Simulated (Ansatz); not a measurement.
Tl₂Pt:
```cif
data_Pt2Tl4
_chemical_formula_sum 'Pt2 Tl4'
_space_group_name_H-M_alt 'P 1'
_space_group_IT_number 1
_cell_length_a 5.65440
_cell_length_b 5.65440
_cell_length_c 5.65440
_cell_angle_alpha 104.435
_cell_angle_beta 104.435
_cell_angle_gamma 120.095
loop_
_space_group_symop_operation_xyz
  'x, y, z'
loop_
_atom_site_label
_atom_site_type_symbol
_atom_site_fract_x
_atom_site_fract_y
_atom_site_fract_z
_atom_site_occupancy
Pt1 Pt 0.75000 0.75000 0.00000 1
Pt2 Pt 0.25000 0.25000 0.00000 1
Tl1 Tl 0.16044 0.66044 0.82088 1
Tl2 Tl 0.66044 0.83956 0.50000 1
Tl3 Tl 0.83956 0.33956 0.17912 1
Tl4 Tl 0.33956 0.16044 0.50000 1
```

Relaxed with r²SCAN.

Task: Tabulate the valence density and the electron localisation function along the shortest Pt–Tl contact (2.96 Å), r²SCAN (plane waves, PAW; program Ansatz).

Result: 

| distance from Pt (Å) | density (e/Å³) | ELF |
|---|---|---|
| 0.30 | 10.19 | 0.67 |
| 0.44 | 8.04 | 0.67 |
| 0.59 | 5.41 | 0.63 |
| 0.74 | 3.01 | 0.55 |
| 0.89 | 1.43 | 0.44 |
| 1.04 | 0.72 | 0.35 |
| 1.18 | 0.43 | 0.29 |
| 1.33 | 0.30 | 0.27 |
| 1.48 | 0.26 | 0.24 |
| 1.63 | 0.28 | 0.23 |
| 1.78 | 0.38 | 0.26 |
| 1.92 | 0.60 | 0.32 |
| 2.07 | 1.04 | 0.37 |
| 2.22 | 1.85 | 0.34 |
| 2.37 | 3.10 | 0.20 |
| 2.52 | 4.73 | 0.06 |
| 2.66 | 6.65 | 0.01 |

The density is the valence pseudo-density with augmentation charge, so density and ELF within about 1 Å of a nucleus are not all-electron values.

Space group I4/mcm. The workflow started from an entry of the Crystallography Open Database (COD). Whether it is the stable phase at ambient conditions was not checked. The r²SCAN relaxation kept the symmetry of its start; its stability against distortions is not shown here. No spin polarisation was allowed. Spin–orbit coupling is left out wherever it is not named.

Potentials: the later of the program's two PAW sets.
